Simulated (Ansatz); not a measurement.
## Rb$_{2}$TlInCl$_{6}$: frozen normal mode

These are results of DFT PBEsol, scalar-relativistic, plane waves, PAW in Ansatz, not measurements. The runs took a 420 eV cutoff, a Γ-centred 4×4×4 mesh and Gaussian smearing (0.05 eV). Spin–orbit coupling is left out, which matters for the heavy elements here. No spin polarisation. Energies are free energies at this smearing, counted from the undisturbed cell; pressure is positive in compression.

The starting cell (relaxed at this level; it needn't be the usual structure):

```yaml
crystal:
  lattice:
    - [0.00000, 5.46388, 5.46388]
    - [5.46388, 0.00000, 5.46388]
    - [5.46388, 5.46388, 0.00000]
  atoms:
    - { symbol: Rb, position: [0.75000, 0.75000, 0.75000] }
    - { symbol: Rb, position: [0.25000, 0.25000, 0.25000] }
    - { symbol: Tl, position: [0.50000, 0.50000, 0.50000] }
    - { symbol: In, position: [0.00000, 0.00000, 0.00000] }
    - { symbol: Cl, position: [0.77001, 0.22999, 0.22999] }
    - { symbol: Cl, position: [0.22999, 0.22999, 0.77001] }
    - { symbol: Cl, position: [0.22999, 0.77001, 0.77001] }
    - { symbol: Cl, position: [0.22999, 0.77001, 0.22999] }
    - { symbol: Cl, position: [0.77001, 0.22999, 0.77001] }
    - { symbol: Cl, position: [0.77001, 0.77001, 0.22999] }
```

A zone-centre mode of this cell is frozen in: each atom moves by x times its row below, so x is the largest displacement.
```
atom ux uy uz
 Rb1   0.000   0.000  0.000
 Rb2   0.000   0.000  0.000
 Tl3   0.000   0.000  0.000
 In4   0.000   0.000  0.000
 Cl5   0.000  -1.000  0.000
 Cl6   0.000   0.000  0.000
 Cl7   0.000   1.000  0.000
 Cl8   1.000   0.000  0.000
 Cl9  -1.000   0.000  0.000
Cl10   0.000   0.000  0.000
```

```csv
x (Å),ΔE (meV/cell),force along the mode (eV/Å),gap on the mesh (eV)
-0.4000,-99.6,-0.37,2.11
-0.2000,-30.0,-0.28,2.15
0.0000,0.0,0.00,2.17
0.0500,-2.0,0.08,2.17
0.1000,-7.8,0.15,2.16
0.1500,-17.3,0.22,2.16
0.2500,-45.4,0.33,2.14
0.3000,-62.7,0.36,2.13
0.3500,-81.1,0.37,2.12
```

By symmetry 0.4000 repeats -0.4000, -0.3000 repeats 0.3000, 0.2000 repeats -0.2000, -0.1000 repeats 0.1000 in energy, with the opposite slope along the path. All sampled points lie below the start, which is a maximum along this line.

Cost: 9 runs of about 1.9 core-minutes in all, on Arm Neoverse V2 (shared hosts).